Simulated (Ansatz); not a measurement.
Sb, one cell by several methods

```xyz
2
Lattice="2.1506 1.2416 3.7814 -2.1506 1.2416 3.7814 0.0000 -2.4833 3.7814" Properties=species:S:1:pos:R:3 pbc="T T T"
Sb    0.0000    0.0000    2.6505
Sb    0.0000    0.0000    8.6938
```

Atoms are numbered in the order listed.

Structure: COD 9009654, as refined from experiment and not relaxed. The listed cell was then made from it by scaling, straining or moving an atom.

No spin–orbit coupling, which matters for the heavy atoms here.

All numbers are computed: DFT, PBEsol, PAW with Ansatz's default frozen-core files, scalar-relativistic (Ansatz 0.2.0); DFT, PBEsol, all-electron LAPW, scalar-relativistic (Ansatz 0.2.0).

For PAW: a Γ-centred 9×9×9 k mesh, Fermi–Dirac smearing of 0.05 eV, cutoff 420 eV, no spin polarisation; the PAW files were made with PBE, and the program remakes their frozen cores for this functional. LAPW targets a basis error of 0.5 meV/atom. The Ansatz runs share mesh, smearing and spin set-up. Plane-wave (PAW) pressures include the program's estimate of the Pulay term.

Stress and pressure are positive in compression.

PAW results:

| quantity | PAW |
| --- | --- |
| pressure (GPa) | -0.10 |
| stress xx (GPa) | 0.17 |
| stress zz (GPa) | -0.62 |
| force on Sb1, z (eV/Å) | 0.079 |

(1) What does all-electron LAPW give for the same quantities?

Answers

(1) 
| quantity | LAPW |
| --- | --- |
| pressure (GPa) | -0.08 |
| stress xx (GPa) | 0.18 |
| stress zz (GPa) | -0.61 |
| force on Sb1, z (eV/Å) | 0.079 |
